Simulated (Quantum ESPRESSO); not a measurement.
```cif
data_CdO4Zn3
_chemical_formula_sum 'O4 Zn3 Cd1'
_space_group_name_H-M_alt 'P 1'
_space_group_IT_number 1
_cell_length_a 3.36431
_cell_length_b 3.36431
_cell_length_c 11.02407
_cell_angle_alpha 90.000
_cell_angle_beta 90.000
_cell_angle_gamma 120.000
loop_
_space_group_symop_operation_xyz
  'x, y, z'
loop_
_atom_site_label
_atom_site_type_symbol
_atom_site_fract_x
_atom_site_fract_y
_atom_site_fract_z
_atom_site_occupancy
O1 O 0.00000 0.00000 0.95890 1
O2 O 0.00000 0.00000 0.43190 1
O3 O 0.33333 0.66667 0.66680 1
O4 O 0.33333 0.66667 0.19560 1
Zn1 Zn 0.00000 0.00000 0.25050 1
Zn2 Zn 0.33333 0.66667 0.01380 1
Zn3 Zn 0.33333 0.66667 0.48710 1
Cd1 Cd 0.00000 0.00000 0.75530 1
```

The geometry is that of Materials Project entry mp-1215562, symmetrised and not relaxed again.

Question: What does PBEsol (pw.x of Quantum ESPRESSO, ONCV potentials, without SOC) give for the electronic structure near the Fermi level?

Answer: The PBEsol gap is direct, 0.14 eV at Γ. Spin-orbit splittings are left out.

The structure is a Materials Project entry; no match was found in the copy of COD used, and its stability was not checked.
